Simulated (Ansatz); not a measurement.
Property card for AgI

AgI:
```yaml
crystal:
  lattice:
    - [4.24110, 0.00000, 0.00000]
    - [0.00000, 4.24110, 0.00000]
    - [0.00000, 0.00000, 6.31334]
  atoms:
    - { symbol: Ag, position: [0.00000, 0.00000, 0.00000] }
    - { symbol: Ag, position: [0.50000, 0.50000, 0.00000] }
    - { symbol: I, position: [0.00000, 0.50000, 0.70452] }
    - { symbol: I, position: [0.50000, 0.00000, 0.29548] }
```

Space group P4/nmm (No. 129); conventional cell a = b = 4.2411 Å, c = 6.3133 Å, α = β = γ = 90.00°.

Method: LDA (plane waves, PAW; program Ansatz). The cell and atoms are relaxed at this level. Other levels are named where they apply.

### Cell and energy

```json
{
  "volume_per_atom": "28.39 Å³",
  "density": "6.87 g/cm³",
  "Formation energy from the elements (no fitted shifts)": "-0.16 eV/atom"
}
```

### Electronic structure

```json
{
 "band_gap": "1.03 eV (direct)",
 "valence_band_maximum": "at Γ",
 "conduction_band_minimum": "at Γ",
 "electron_effective_mass": "0.15, 0.15, 0.22 mₑ (principal values)",
 "Electron effective mass with spin–orbit coupling": "0.13, 0.13, 0.21 mₑ (principal values)",
 "Hole effective mass, band 1 of 2 at the edge": "3.0 along x, 0.62 along z (mₑ)",
 "Hole effective mass, band 2 of 2 at the edge": "0.14 along x, 0.62 along z (mₑ)",
 "Hole effective mass with spin–orbit coupling": "0.19, 0.19, 0.56 mₑ (principal values)",
 "HSE06 gap on the LDA cell": "2.29 eV",
 "Gap with spin–orbit coupling": "0.73 eV"
}
```

### Mechanics

```json
{
 "Bulk modulus (Birch–Murnaghan fit)": "19.4 GPa",
 "Pressure derivative B′": "10.7",
 "Elastic constants (relaxed ions, GPa)": "C11 = 41.6, C12 = 12.8, C13 = 15.6, C33 = 22.2, C44 = 11.5, C66 = 4.6",
 "mechanical_stability": "stable (all eigenvalues of C positive)",
 "hill_bulk_and_shear_moduli": "20.6 and 8.7 GPa",
 "Young's modulus": "22.9 GPa",
 "Poisson's ratio": "0.31",
 "debye_temperature_from_the_elastic_constants": "123 K"
}
```

### Charges

```json
{
 "bader_charges": "Ag +0.18, I -0.18 e"
}
```

The workflow started from a Materials Project entry (that database holds measured and hypothetical structures alike); the Crystallography Open Database copy checked does not list it. It is not the phase usual at ambient conditions (space group No. 186, 216). Symmetry was held in the LDA relaxation; whether a distortion lowers the energy is not shown. No spin polarisation was allowed. A crystal of weakly bound layers computed without a dispersion correction: the cell and the soft elastic constants depend strongly on that. The references are the lowest solids computed at this level, not always the standard phases. Spin–orbit coupling is left out wherever it is not named.

Potentials: the later of the program's two PAW sets.
